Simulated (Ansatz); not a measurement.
Q: CoC (rock salt, Fm-3m) is relaxed with the program Ansatz at the PBE level (PAW). What lattice parameters of the conventional cell result?

A: a = 4.004 Å.

Q: Is it a metal or does it have a gap at this level?

A: No gap at this level.

The start of the workflow was typed in or built on a structure type; neither database checked (COD, Materials Project) lists it. Whether it is the stable phase at ambient conditions was not checked. The PBE relaxation kept the symmetry of its start; its stability against distortions is not shown here. The final state is ferromagnetic, the only order run, not a proven ground state. The cell computed holds one magnetic atom, so no antiferromagnetic order was within reach. Its formation energy is positive at this level, so the cell may be metastable or incomplete.

Potentials: the earlier of the program's two PAW sets.
